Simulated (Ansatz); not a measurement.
Stationary points along a deformation path in Cu

Method: DFT r2SCAN, scalar-relativistic, plane waves, PAW (Ansatz). Cutoff 500 eV, Γ-centred 24×24×24 k-points, Gaussian smearing of 0.15 eV. No spin polarisation. Energies are free energies at this smearing, counted from the undisturbed cell; pressure is positive in compression.

The starting cell (as given, not relaxed at this level; it stands at -4.8 GPa):

```
CELL_PARAMETERS angstrom
0.00000 1.80750 1.80750
1.80750 0.00000 1.80750
1.80750 1.80750 0.00000
ATOMIC_POSITIONS crystal
Cu 0.00000 0.00000 0.00000
```

At fixed volume and fractional coordinates, lengths along (0.000, 0.000, 1.000) are scaled against those across it; ρ is that ratio over its starting value. V = 11.810 Å³/atom. Δσ is the stress along the axis less the mean stress across it (compression positive).

| ρ | ΔE (meV/atom) | Δσ (GPa) | space group |
| --- | --- | --- | --- |
| 0.650 | 36.2 | 0.62 | I4/mmm |
| 0.707 | 36.0 | 0.00 | Im-3m |
| 0.780 | 32.0 | 1.99 | I4/mmm |
| 0.850 | 20.6 | 3.20 | I4/mmm |
| 0.920 | 7.8 | 3.20 | I4/mmm |
| 0.960 | 2.2 | 2.04 | I4/mmm |
| 1.000 | 0.0 | 0.00 | Fm-3m |
| 1.050 | 3.7 | -3.25 | I4/mmm |
| 1.100 | 15.8 | -7.37 | I4/mmm |
| 1.200 | 66.3 | -17.31 | I4/mmm |
| 1.300 | 157.4 | -29.40 | I4/mmm |
| 1.414 | 310.1 | -44.91 | I4/mmm |
| 1.500 | 457.6 | -56.93 | I4/mmm |

Q: How does the stress give the slope of the energy, and where is the energy stationary?

A: Along the path d ln(length) is 2/3 d ln ρ on the axis and −1/3 d ln ρ across it, so dE/d ln ρ = −(2/3) V Δσ: the energy falls with ρ where Δσ is positive. Δσ vanishes or changes sign at ρ = 0.707 (Im-3m), a stationary point at 36.0 meV/atom; at ρ = 1.000 (Fm-3m), a minimum at 0.0 meV/atom. Pairs of stationary points between two samples would go unseen, and could change a minimum read from distant neighbours into a maximum. At ρ = 0.707, 1.000 the cell is cubic, where symmetry alone makes the stress isotropic and the slope zero.

Q: Which shear constant sets the curvature at ρ = 1?

A: For a cubic crystal E/V = (2/3) C (ln ρ)² with C = C′ = (C11 − C12)/2, so Δσ = −2C ln ρ. The parabola of Δσ against ln ρ through ρ = 0.960, 1 and 1.050 gives C ≈ 29 GPa with the ions clamped, rough because the steps are large. It is the stress–strain coefficient at this cell's pressure of -4.8 GPa, not the zero-pressure constant.

Q: Integrate that slope from ρ = 1 to 0.850 by the trapezoid rule.

A: With V/N in Å³ and 1 eV/Å³ = 160.2 GPa the slopes at ρ = 1.000, 0.960, 0.920, 0.850 are 0, -100, -157, -157 meV/atom per unit of ln ρ. The steps add 2.0 + 5.5 + 12.5 = 20.0 meV/atom, against 20.6 from the energies; the trapezoid rule misses the curvature of the slope within each step.

In a metal these slopes depend on the k mesh and the smearing.